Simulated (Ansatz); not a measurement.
ZnWO$_{4}$:
```xyz
12
Lattice="4.6744 0.0000 0.0000 0.0000 5.7248 0.0000 -0.0484 0.0000 4.9125" Properties=species:S:1:pos:R:3 pbc="T T T"
Zn     2.3009     3.8903     3.6843
Zn     2.3251     1.8346     1.2281
W     -0.0363     1.0476     3.6843
W     -0.0121     4.6773     1.2281
O      3.6581     0.6067     0.3121
O      0.9680     5.1181     4.6004
O      0.9922     0.6067     2.1441
O      3.6339     5.1181     2.7683
O      3.4479     2.1526     2.9324
O      1.1781     3.5723     1.9800
O      1.1540     2.1526     4.4362
O      3.4721     3.5723     0.4762
```

Relaxed with r²SCAN. Special points in fractions of this cell's reciprocal vectors: Γ (0.000, 0.000, 0.000); Z (0.000, 0.500, 0.000); D (0.000, 0.500, 0.500); B (0.000, 0.000, 0.500); A (-0.500, 0.000, 0.500); E (-0.500, 0.500, 0.500); C2 (-0.500, 0.500, 0.000); Y2 (-0.500, 0.000, 0.000).

List the band energies nearest the valence-band maximum at these points for plane-wave PAW r²SCAN (Ansatz code).

In eV from the valence-band maximum; about four levels below and three above (degenerate sets whole), none deeper than 8.9 eV; points with the same levels are listed once.

| k | below | above |
|---|---|---|
| Γ | -0.76 -0.40 -0.39 -0.29 | 3.74 4.20 4.22 |
| Z | -0.72 -0.63 -0.53 -0.05 | 3.29 4.16 4.39 |
| D | -0.66 -0.66 -0.30 -0.30 | 3.81 3.81 4.37 4.37 |
| B | -0.58 -0.58 -0.13 -0.13 | 3.86 3.86 4.22 4.22 |
| A | -0.46 -0.46 -0.27 -0.27 | 4.09 4.09 4.35 4.35 |
| E | -0.90 -0.90 -0.40 -0.40 | 4.08 4.08 4.32 4.32 |
| C2 | -0.72 -0.71 -0.53 -0.32 | 3.81 4.17 4.17 |
| Y2 | -0.52 -0.32 -0.26 -0.23 | 3.97 3.98 4.02 |

Space group P2/c. The workflow started from a Materials Project entry (that database holds measured and hypothetical structures alike); the Crystallography Open Database files this formula in space group No. 13, but the cells were not matched. Its standing as an ambient phase is unchecked. The cell was relaxed with r²SCAN under the symmetry of its start; its stability against distortions is not shown here. The run is not spin-polarised. No Hubbard U is applied. Spin–orbit coupling is left out wherever it is not named.

Potentials: the later of the program's two PAW sets.
